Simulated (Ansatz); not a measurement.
# How far is PAW off for MgS?

```yaml
crystal:
  lattice:
    - [0.00000, 2.62767, 2.60165]
    - [2.62767, 0.00000, 2.60165]
    - [2.62767, 2.62767, 0.00000]
  atoms:
    - { symbol: Mg, position: [0.00000, 0.00000, 0.00000] }
    - { symbol: S, position: [0.50000, 0.50000, 0.50000] }
```

Atom numbers follow the list: Mg1, S2.

The cell is COD entry 9008672, as deposited and not checked against the literature; nothing was relaxed. The listed cell was then made from it by scaling, straining or moving an atom.

All numbers are computed: DFT, PBEsol, PAW with Ansatz's default frozen-core files, scalar-relativistic (Ansatz 0.2.0); DFT, PBEsol, all-electron PAW with datasets made for the crystal, scalar-relativistic (Ansatz 0.2.0); DFT, PBEsol, all-electron LAPW, scalar-relativistic (Ansatz 0.2.0).

For PAW: a Γ-centred 10×10×10 k mesh, Fermi–Dirac smearing of 0.03 eV, cutoff 420 eV, no spin polarisation; the PAW files were made with PBE, and the program remakes their frozen cores for this functional. The crystal-made all-electron datasets (AE datasets) take a cutoff of 200 eV at this cell. LAPW targets a basis error of 0.25 meV/atom. The Ansatz runs share mesh, smearing and spin set-up. Plane-wave (PAW) pressures include the program's estimate of the Pulay term.

Stress and pressure are positive in compression.

The change that made this cell: equal xx and yy strain of +1 %.

```
                             quantity    PAW  AE datasets   LAPW
                       pressure (GPa)  -2.34        -2.36  -2.36
                      stress xx (GPa)  -2.65        -2.67  -2.67
                      stress zz (GPa)  -1.71        -1.73  -1.73
                        band gap (eV)  2.616        2.618  2.617
field gradient Vzz at Mg1 (10²¹ V/m²)  -0.15        -0.16      –
 field gradient Vzz at S2 (10²¹ V/m²)  -0.06        -0.05      –
```
